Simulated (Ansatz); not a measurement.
²³Na NMR of the central transition in Na₇NbO₆

Cell: a computed structure from the Materials Project (it need not be an observed phase).

Space group R3:H (No. 146); a = 6.4791, c = 15.7155 Å, γ = 120.00°.

| site | Wyckoff | site symmetry | x | y | z |
| --- | --- | --- | --- | --- | --- |
| Na1 | 9b | 1 | 0.7331 | 0.6759 | 0.5570 |
| Na2 | 9b | 1 | 0.3148 | 0.3910 | 0.4377 |
| Na5 | 3a | 3. | 0.0000 | 0.0000 | 0.3429 |
| Nb | 3a | 3. | 0.0000 | 0.0000 | 0.9966 |
| O9 | 9b | 1 | 0.7042 | 0.6205 | 0.4048 |
| O10 | 9b | 1 | 0.3369 | 0.4079 | 0.5903 |

One atom of each set is listed; the run and its k-mesh use a cell of 14 atoms with edges of 6.44, 6.44, 6.44 Å.

The numbers come from a DFT calculation in Ansatz (PBE, plane waves and PAW (field gradients read without the response of the frozen cores, which leaves them typically 4 to 6 % off), scalar-relativistic, 420 eV cutoff, Γ-centred 4×4×4 k-points, Fermi–Dirac smearing 0.02 eV).

²³Na has I = 3/2 and Q = 104.0 mb (Pyykkö 2018); at 9.4 T its Larmor frequency is ν₀ = 105.9 MHz. Only the quadrupole interaction is simulated: positions count from each site's isotropic chemical shift, and J coupling is left out, as are shift anisotropy and dipolar coupling, which fast spinning averages.

**Question.** What does the ²³Na spectrum (fast magic-angle spinning) show for each site?

**Answer.** 

```tsv
site	first shell	C_Q (MHz)	η	P_Q (MHz)	δ_QIS (ppm)	breadth (kHz)
Na1	4 O at 2.29–2.41 Å; also 1 O at 2.97 Å	-4.52	0.78	4.95	-54.6	13.2
Na2	4 O at 2.26–2.40 Å; also 1 O at 2.97 Å	-3.86	0.66	4.13	-38.0	9.28
Na5	6 O at 2.44–2.77 Å; also 6 Na at 2.76–2.77 Å	3.65	0.00	3.65	-29.6	6.73
```

δ_QIS = −(ν_Q²/30ν₀²)[I(I+1) − 3/4](1 + η²/3) × 10⁶ ppm with ν_Q = 3|C_Q|/[2I(2I−1)]; it falls as 1/B₀² in ppm, and the breadth as 1/B₀ in kHz.

The broadest static pattern spans 43 kHz. The table holds for spinning faster than that; slower spinning leaves sidebands.

An axis of threefold or higher order runs through Na5, so V_zz lies along it and η is zero.

The largest force is 0.4 eV/Å, so the atoms aren't at the calculated equilibrium and relaxing them would move these values.

Hardware: 1 thread of Intel Xeon Platinum 8375C CPU @ 2.90GHz (Ice Lake) (x86_64; 16 cores open to the job, memory cap 3.0 GiB, no GPU), a shared host with a load of 0.2 a core. Wall time 15 s, CPU time 15 s, peak memory 0.53 GiB.
